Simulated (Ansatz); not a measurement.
Si2Ni:
```cif
data_NiSi2
_chemical_formula_sum 'Si2 Ni1'
_space_group_name_H-M_alt 'P 1'
_space_group_IT_number 1
_cell_length_a 3.84992
_cell_length_b 3.84992
_cell_length_c 3.84992
_cell_angle_alpha 60.000
_cell_angle_beta 60.000
_cell_angle_gamma 60.000
loop_
_space_group_symop_operation_xyz
  'x, y, z'
loop_
_atom_site_label
_atom_site_type_symbol
_atom_site_fract_x
_atom_site_fract_y
_atom_site_fract_z
_atom_site_occupancy
Si1 Si 0.25000 0.25000 0.25000 1
Si2 Si 0.75000 0.75000 0.75000 1
Ni1 Ni 0.00000 0.00000 0.00000 1
```

Relaxed with PBE.

Problem. Which orbitals make up the states near the Fermi level in plane-wave PAW PBE (Ansatz code)?

Solution. Within 0.5 eV of the Fermi level: Ni 3d 33 %, Si 3p 31 %, Si 3s 28 %, outside the projected shells 7 %. Projections are on Löwdin-orthogonalised atomic valence shells; empty p or d shells of many metals are not among them.

Problem. Tabulate the density of states.

Solution. States/eV per cell of 3 atoms, in 0.25 eV bins, energy from the Fermi level.

```
E (eV)  total  Ni 3d  Si 3p  Si 3s
------  -----  -----  -----  -----
-7.85    0.72   0.12   0.24   0.34
-7.60    0.75   0.15   0.26   0.32
-7.35    0.86   0.19   0.32   0.32
-7.10    0.80   0.17   0.36   0.23
-6.85    0.78   0.16   0.40   0.17
-6.60    0.74   0.16   0.39   0.14
-6.35    0.82   0.18   0.47   0.12
-6.10    0.90   0.22   0.53   0.11
-5.85    1.03   0.28   0.60   0.10
-5.60    1.20   0.36   0.69   0.09
-5.35    1.50   0.53   0.81   0.09
-5.10    2.83   1.35   1.30   0.09
-4.85    3.65   1.93   1.52   0.10
-4.60    3.26   1.94   1.18   0.07
-4.35    2.14   1.16   0.87   0.05
-4.10    2.70   1.77   0.76   0.07
-3.85    2.08   1.52   0.45   0.04
-3.60    3.94   3.30   0.49   0.02
-3.35    6.76   6.07   0.43   0.03
-3.10    5.29   4.75   0.28   0.05
-2.85    2.87   2.30   0.36   0.06
-2.60    2.21   1.51   0.51   0.07
-2.35    2.48   1.56   0.72   0.07
-2.10    2.05   1.08   0.78   0.07
-1.85    1.63   0.69   0.75   0.07
-1.60    1.35   0.47   0.71   0.06
-1.35    1.04   0.32   0.57   0.06
-1.10    0.76   0.22   0.40   0.06
-0.85    0.60   0.16   0.31   0.06
-0.60    0.51   0.12   0.25   0.09
-0.35    0.65   0.23   0.21   0.15
-0.10    0.84   0.31   0.23   0.24
0.15     0.97   0.33   0.29   0.28
0.40     1.12   0.34   0.37   0.32
0.65     1.23   0.33   0.46   0.35
0.90     1.42   0.31   0.60   0.39
1.15     1.68   0.29   0.77   0.46
1.40     1.08   0.17   0.51   0.28
1.65     0.53   0.08   0.22   0.08
1.90     0.56   0.09   0.26   0.03
2.15     2.17   0.36   1.23   0.23
2.40     1.83   0.24   0.98   0.22
2.65     1.76   0.18   0.90   0.20
2.90     1.51   0.13   0.77   0.18
3.15     1.39   0.11   0.73   0.16
3.40     1.05   0.08   0.58   0.14
3.65     1.06   0.07   0.58   0.14
3.90     1.72   0.10   0.86   0.16
4.15     1.61   0.09   0.81   0.14
4.40     1.51   0.07   0.79   0.12
4.65     1.64   0.07   0.83   0.12
```

Space group Fm-3m (fluorite or antifluorite type). The cell was relaxed with PBE under the symmetry of its start. The run is not spin-polarised.

Potentials: the earlier of the program's two PAW sets.
